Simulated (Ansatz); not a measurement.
## Sc: energy along a strain

Sc, P6_3/mmc, a = 3.309 Å, c = 5.268 Å (as given, not relaxed at this level: -2.8 GPa). Ansatz: PBEsol, PAW, 420 eV, Γ-centred 18×18×10 mesh on 2 atoms, Gaussian smearing 0.15 eV; no spin polarisation. Cell vectors (Å): 3.309 0.000 0.000; -1.654 2.866 0.000; 0.000 0.000 5.268. The cell is strained by x per cent times the pattern (1 -1 0 0 0 0) in the order xx yy zz yz xz xy (engineering shears), with fractional coordinates held. y is the free energy over the start, V0 = 24.974 Å³/atom.

| x (%) | y (meV/atom) |
| --- | --- |
| -4.00 | ? |
| -3.00 | 9.88 |
| -2.00 | 4.37 |
| -1.00 | 1.09 |
| 0.00 | 0.00 |
| 1.00 | 1.07 |
| 2.00 | 4.26 |
| 3.00 | 9.50 |
| 3.50 | 12.85 |
| 4.00 | 16.69 |

Question: Fit y = c1 x + c2 x² + c3 x³ to the other rows, get the stiffness along the pattern, and predict the missing energy.

Answer: Least squares on the rows shown. y = 0.010553 x + 1.0762 x² − 0.0087398 x³. The clamped-ion stiffness p·C·p = 2 × 10.76 eV × 160.2 / 24.974 Å³ = 138 GPa (second derivative at the start, which stands under stress). At x = -4.00 the fit asked for gives 17.74 meV/atom. The run gave 17.63 meV/atom, so the fit is 0.11 meV/atom too high, a small miss on the scale of the series.